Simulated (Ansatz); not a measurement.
Geometry optimisation in Ansatz: input, command and trajectory.

```yaml
crystal:
  lattice:
    - [4.6442072094, 0.0, 0.0]
    - [0.0, 4.6442072094, 0.0]
    - [0.0, 0.0, 6.6858710055]
  atoms:
    - { symbol: "Y", position: [0.0, 0.5, 0.203] }
    - { symbol: "Y", position: [0.0, 0.5, 0.703] }
    - { symbol: "Y", position: [0.5, 0.0, 0.297] }
    - { symbol: "Y", position: [0.5, 0.0, 0.797] }
    - { symbol: Zn, position: [0.0, 0.0, 0.0] }
    - { symbol: Zn, position: [0.5, 0.5, 0.5] }
basis:
  ecutwfc: 420
kpoints:
  mp_grid: { grid: [4, 4, 4] }
hamiltonian:
  xc: pbe
scf:
  occupations: { method: gaussian, width: 0.1 }
  lower_state_search: "off"
output:
  forces: true
  stress: true
  eigenvalues: true
relax:
  adjacent_minimum: "off"
  f_tol: 0.04
  max_steps: 70
  cell: { stress_tol: 0.4 }
```

```bash
ansatz run input.yaml --threads 1 --pin off --max-ram 2560MiB --backend cpu --events-out ev --progress --plain --runs-dir out
```

These are results of DFT PBE, scalar-relativistic, plane waves, PAW (Ansatz 0.2.0), not measurements.

Of 5 frames 5 are shown, positions in Å and forces in eV/Å; the SCF threshold varies from step to step. Steps run on the plane waves of an earlier cell, with a Pulay correction in the pressure. The basis is chosen afresh for the last frame, the zero of the energies, and at times for earlier ones too; energy and pressure step there, also at an unchanged geometry.

```xyz
6
Lattice="4.6442 0.0000 0.0000 0.0000 4.6442 0.0000 0.0000 0.0000 6.6859" Properties=species:S:1:pos:R:3:forces:R:3 pbc="T T T" step=1 free_energy_over_end_meV_per_atom=165.60 pressure_GPa=12.32
Y     0.0000    2.3221    1.3572    0.0000    0.0000    0.0905
Y     0.0000    2.3221    4.7002    0.0000    0.0000    0.0905
Y     2.3221    0.0000    1.9857    0.0000    0.0000   -0.0905
Y     2.3221    0.0000    5.3286    0.0000    0.0000   -0.0905
Zn    0.0000    0.0000    0.0000    0.0000    0.0000    0.0000
Zn    2.3221    2.3221    3.3429    0.0000    0.0000    0.0000
6
Lattice="4.8705 0.0000 0.0000 0.0000 4.8705 0.0000 0.0000 0.0000 7.0078" Properties=species:S:1:pos:R:3:forces:R:3 pbc="T T T" step=2 free_energy_over_end_meV_per_atom=10.21 pressure_GPa=2.35
Y     0.0000    2.4353    1.4001    0.0000    0.0000    0.0033
Y     0.0000    2.4353    4.9040    0.0000    0.0000    0.0033
Y     2.4353    0.0000    2.1039    0.0000    0.0000   -0.0033
Y     2.4353    0.0000    5.6078    0.0000    0.0000   -0.0033
Zn    0.0000    0.0000    0.0000    0.0000    0.0000    0.0000
Zn    2.4353    2.4353    3.5039    0.0000    0.0000    0.0000
6
Lattice="4.9296 0.0000 0.0000 0.0000 4.9296 0.0000 0.0000 0.0000 7.0991" Properties=species:S:1:pos:R:3:forces:R:3 pbc="T T T" step=3 free_energy_over_end_meV_per_atom=1.29 pressure_GPa=0.47
Y     0.0000    2.4648    1.4084    0.0000    0.0000   -0.0058
Y     0.0000    2.4648    4.9580    0.0000    0.0000   -0.0058
Y     2.4648    0.0000    2.1411    0.0000    0.0000    0.0058
Y     2.4648    0.0000    5.6906    0.0000    0.0000    0.0058
Zn    0.0000    0.0000    0.0000    0.0000    0.0000    0.0000
Zn    2.4648    2.4648    3.5495    0.0000    0.0000    0.0000
6
Lattice="4.9430 0.0000 0.0000 0.0000 4.9430 0.0000 0.0000 0.0000 7.1292" Properties=species:S:1:pos:R:3:forces:R:3 pbc="T T T" step=4 free_energy_over_end_meV_per_atom=0.87 pressure_GPa=0.02
Y     0.0000    2.4715    1.4103    0.0000    0.0000   -0.0060
Y     0.0000    2.4715    4.9749    0.0000    0.0000   -0.0060
Y     2.4715    0.0000    2.1544    0.0000    0.0000    0.0060
Y     2.4715    0.0000    5.7190    0.0000    0.0000    0.0060
Zn    0.0000    0.0000    0.0000    0.0000    0.0000    0.0000
Zn    2.4715    2.4715    3.5646    0.0000    0.0000    0.0000
6
Lattice="4.9430 0.0000 0.0000 0.0000 4.9430 0.0000 0.0000 0.0000 7.1292" Properties=species:S:1:pos:R:3:forces:R:3 pbc="T T T" step=5 free_energy_over_end_meV_per_atom=0.00 pressure_GPa=0.06
Y     0.0000    2.4715    1.4103    0.0000    0.0000   -0.0062
Y     0.0000    2.4715    4.9749    0.0000    0.0000   -0.0062
Y     2.4715    0.0000    2.1544    0.0000    0.0000    0.0062
Y     2.4715    0.0000    5.7190    0.0000    0.0000    0.0062
Zn    0.0000    0.0000    0.0000    0.0000    0.0000    0.0000
Zn    2.4715    2.4715    3.5646    0.0000    0.0000    0.0000
```

The start puts this composition into another compound's structure type, which needn't suit it. At the end the space group is P4_2/nmc (tolerance 0.05 Å).

Time: 44 s on 1 thread of Arm Neoverse V1, with other jobs on the host, peak memory 0.45 GiB.

The k mesh is coarse.